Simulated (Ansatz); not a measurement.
MgHOF — ²H nuclear quadrupole resonance

Cell: a structure deposited in the COD, ions relaxed with PBE at fixed cell.

Space group Pnma (No. 62); a = 10.1299, b = 3.0723, c = 4.6760 Å.

```
site  Wyckoff  site symmetry       x       y       z
  Mg       4c            .m.  0.1321  0.7500  0.5120
   H       4c            .m.  0.9320  0.7500  0.9183
   O       4c            .m.  0.4513  0.7500  0.7848
   F       4c            .m.  0.2053  0.2500  0.7575
```

One atom of each set is listed.

Computed with Ansatz: DFT, PBE, plane waves and PAW, scalar-relativistic, 420 eV cutoff, Γ-centred 3×7×5 k-points, Fermi–Dirac smearing 0.02 eV.

²H: I = 1, Q = 2.858 mb (year-2017 value). Static lattice, zero field.

Problem. The simulated lines lie at 0.00022, 0.217, 0.217 MHz. What are |C_Q|, η and |V_zz| at H?

Solution. For I = 1 the lines are ν± = (3/4)|C_Q|(1 ± η/3) and ν₀ = |C_Q|η/2. Here |C_Q| = 0.289 MHz, η = 0.00 and |V_zz| = 4.19 × 10²¹ V/m². The calculation gives V_zz positive; the lines don't show the sign. The site has 1 O at 0.97 Å; also 1 F at 2.06 Å.

At H V_zz points along its bond to O (within 1°).
